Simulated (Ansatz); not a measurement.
GaN:
```
CELL_PARAMETERS angstrom
      3.15092     0.00000     0.00000
     -1.57546     2.72878     0.00000
      0.00000     0.00000    10.28298
ATOMIC_POSITIONS crystal
  Ga 0.00000 0.00000 0.00044
  Ga 0.00000 0.00000 0.50044
  Ga 0.66667 0.33333 0.75021
  Ga 0.33333 0.66667 0.25021
  N  0.00000 0.00000 0.81257
  N  0.00000 0.00000 0.31257
  N  0.66667 0.33333 0.56241
  N  0.33333 0.66667 0.06241
```

Relaxed with LDA. Special points in fractions of this cell's reciprocal vectors: Γ (0.000, 0.000, 0.000); M (0.500, 0.000, 0.000); K (0.333, 0.333, 0.000); A (0.000, 0.000, 0.500); L (0.500, 0.000, 0.500); H (0.333, 0.333, 0.500).

Q: List the band energies nearest the valence-band maximum at these points for LDA in the plane-wave PAW code Ansatz.

A: In eV from the valence-band maximum; about four levels below and three above (degenerate sets whole), none deeper than 8.9 eV; points with the same levels are listed once.

```csv
k,below,above
Γ,-0.54 -0.54 -0.03 0.00 0.00,2.04 4.15 4.47
M,-2.02 -1.96 -1.36 -1.04,3.73 4.05 5.40
K,-3.15 -2.29 -2.29 -1.58,5.88 5.88 6.49
A,-0.17 -0.17 -0.17 -0.17,3.16 3.16 4.60 4.60
L,-1.98 -1.98 -1.35 -1.35,4.34 4.34 5.21 5.21
H,-2.31 -2.31 -2.04 -2.04,5.44 5.44 7.29 7.29
```

Space group P6_3mc. A made-up cell: these elements were put on the sites of a structure type. Its sites differ from those of the usual phase in this space group: another stacking or structure type. The cell was relaxed with LDA under the symmetry of its start; phonons on a q-mesh show no instability. Spin–orbit coupling is left out wherever it is not named.

Potentials: the later of the program's two PAW sets.
